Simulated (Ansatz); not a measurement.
# Zone-centre phonons of SnTe: input and output

Method: DFT LDA, scalar-relativistic, plane waves, PAW in Ansatz.

Launched with:
```bash
ansatz run input.yaml --threads 1 --pin off --max-ram 1228MiB --backend cpu --events-out ev --progress --plain --runs-dir out
```

Input (bare energies are in eV):
```yaml
crystal:
  lattice:
    - [0.0, 3.4992, 3.4992]
    - [3.4992, 0.0, 3.4992]
    - [3.4992, 3.4992, 0.0]
  atoms:
    - { symbol: Sn, position: [0.0, 0.0, 0.0] }
    - { symbol: Te, position: [0.25, 0.25, 0.25] }
basis:
  ecutwfc: 420
kpoints:
  mp_grid: { grid: [10, 10, 10] }
hamiltonian:
  xc: lda
scf:
  occupations: { method: fermi_dirac, width: 0.15 }
output:
  eigenvalues: true
phonons:
  method: dfpt
  eigenvectors: true
```

The end of the output:
```
--- Phonons (Γ-DFPT): 2 representative perturbations + reference, on 102 of 1000 k-points (Σ response iterations 6) ---
  k mesh reduced under 8 symmetry operations, with k and −k counted as one. Each operation leaves every solved displacement unchanged or reverses it
  ASR residual: 1.746e-4 → 0.000e0 eV/Å²; symmetrization residual: 5.719e-5 eV/Å²
  ASR residual per site (eV/Å²): 1.67e-4 1.75e-4
  Γ frequencies (cm⁻¹): 0.00 0.00 0.00 113.15 113.15 113.15
  non-analytic LO–TO correction: not included (Born effective charges unavailable; polar crystals: no LO–TO splitting at Γ)
```

Time: 2 min on 1 thread of Arm Neoverse N1, with other jobs on the host, peak memory 0.76 GiB.

The cell is the ideal cubic zincblende prototype; this isn't the usual structure of the compound. In a metal, frequencies and elastic constants depend on the k mesh and the smearing, soft modes and shear constants most. Spin–orbit coupling is left out, which matters for heavy elements. A semilocal functional can close a gap that the real compound has.